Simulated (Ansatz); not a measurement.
Kick test of a cell of Si4B

It was reached by relaxing an invented guess, and it needn't be the stable form of this composition.

Level of theory: Ansatz, DFT PBE, scalar-relativistic, plane waves, PAW. Cutoff 420 eV; k points 10×10×10 on the computed 5-atom cell (Γ-centred); Gaussian smearing, width 0.10 eV; no spin polarisation.

The cell below (5 atoms, space group Immm (No. 71)) is relaxed within its symmetry.

```yaml
crystal:
  lattice:
    - [-1.93824, 2.61343, 4.24587]
    - [1.93824, -2.61343, 4.24587]
    - [1.93824, 2.61343, -4.24587]
  atoms:
    - { symbol: Si, position: [0.10484, 0.83291, 0.27193] }
    - { symbol: Si, position: [0.89516, 0.16709, 0.72807] }
    - { symbol: Si, position: [0.56097, 0.83291, 0.72807] }
    - { symbol: Si, position: [0.43903, 0.16709, 0.27193] }
    - { symbol: B, position: [0.00000, 0.00000, 0.00000] }
```

For the test a repeat of it with 10 atoms (edges 3.88, 5.35, 9.12 Å) was strained at random (σ = 1.5 % a component), the atoms were moved at random (σ = 0.10 Å), and all was relaxed again on a coarse 6×6×6 mesh (in the run’s order of axes) with 0.20 eV smearing, with no symmetry imposed.

The cell is a metal run without spin; a magnetic state may lie lower.

Question: Is the structure stable against such a distortion?

Answer: It doesn't return. The energy falls by 48 meV/atom on that mesh, the volume changes by -4.1 %, and the end has space group I222 (No. 23) at a loose tolerance. Relaxed again on a 10×10×10 mesh with 0.10 eV smearing, the new structure lies 47 meV/atom below the first (mesh in the axes of the run's cell; the cell below is made exact in the group named). Space group I222 (No. 23), orthorhombic, a = 3.823 Å, b = 5.062 Å, c = 8.532 Å. Si has 1 B at 2.01 Å and 3 Si at 2.42 Å; B has 4 Si at 2.01 Å.

```
Si B
1.0
    -1.91136    2.53094    4.26575
     1.91136   -2.53094    4.26575
     1.91136    2.53094   -4.26575
Si B
4 1
Cartesian
  2.2990 1.3827 -1.4013
  0.3876 1.1483 5.6670
  -0.3876 1.1483 2.8645
  1.5237 1.3827 1.4013
  1.9114 0.0000 0.0000
```
